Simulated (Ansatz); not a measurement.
A geometry of Pd away from equilibrium: step 3 of the relaxation of a relaxed Pd cell displaced along its unstable phonon at q = (½, 0, 0) of its primitive reciprocal cell (38i cm⁻¹), largest move 0.15 Å. The numbers are results of PBE (plane waves to 420 eV, PAW, scalar-relativistic; Ansatz, a program for electronic structure), not measurements. Γ-centred k-mesh 4×8×12 on the run's cell (coarser than for final values), Fermi–Dirac smearing 0.05 eV.

```
CELL_PARAMETERS angstrom
      9.03228     0.07460     0.00000
     -2.22577     3.85515     0.00000
      0.00000     0.00000     2.68188
ATOMIC_POSITIONS crystal
  Pd 0.00000 0.00000 0.96957
  Pd 0.50000 0.00000 0.03043
  Pd 0.16674 0.66674 0.41219
  Pd 0.66674 0.66674 0.58781
  Pd 0.33326 0.33326 0.58781
  Pd 0.83326 0.33326 0.41219
```

### Question
Give the Cartesian forces on all atoms (eV/Å).

### Answer
| atom | Fx | Fy | Fz |
|---|---|---|---|
| Pd1 | 0.00 | 0.00 | -0.03 |
| Pd2 | 0.00 | 0.00 | 0.03 |
| Pd3 | 0.00 | 0.00 | -0.16 |
| Pd4 | 0.00 | 0.00 | 0.16 |
| Pd5 | 0.00 | 0.00 | 0.16 |
| Pd6 | 0.00 | 0.00 | -0.16 |

### Question
What is the pressure?

### Answer
-0.2 GPa, compression positive.

### Question
How much energy per atom can still be gained by relaxing?

### Answer
0.10 eV/atom; the path ends in Fm-3m (No. 225) (fcc (Cu type)).

No spin polarisation in the result. A magnetic state may lie lower.

The run could not lose the symmetry of its start.

Of the parent cell (P6/mmm (No. 191)): it is a generated cell of Pd: the first start was made by placing the elements on the sites of a structure type, and the end was not matched to a known phase here, so it may be hypothetical. Known forms of Pd include space group No. 225.
